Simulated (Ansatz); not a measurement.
Values for one crystal, relaxed and computed with the program Ansatz at the r²SCAN level (PAW); other levels are named.

- Volume per atom = 21.39 Å³
- Band gap = 0.55 eV (indirect)
- Debye temperature from the elastic constants = 474 K
- Bulk modulus (Birch–Murnaghan fit) = 842 kbar
- HSE06 gap on the r²SCAN cell = 0.92 eV
- Pressure derivative B′ = 4.5
- Conduction-band minimum = at Z (k = 0.000, 0.000, 0.500)

Problem. Which compound is it?
A) MgSe, zinc blende
B) BAs, zinc blende
C) SiGe, Pmma (Si on 2e, Si on 2f, Ge on 2e, Ge on 2f)
D) SiO2, P3_221 (Si on 3a, O on 6c)

Solution. C, SiGe, Pmma (Si on 2e, Si on 2f, Ge on 2e, Ge on 2f)

The start of the workflow was typed in or built on a structure type; neither database checked (COD, Materials Project) lists it. Whether it is the stable phase at ambient conditions was not checked. The cell was relaxed with r²SCAN under the symmetry of its start; whether a distortion lowers the energy is not shown. Scalar-relativistic: spin–orbit coupling is off unless named, which matters more the heavier the elements.

Potentials: the later of the program's two PAW sets.
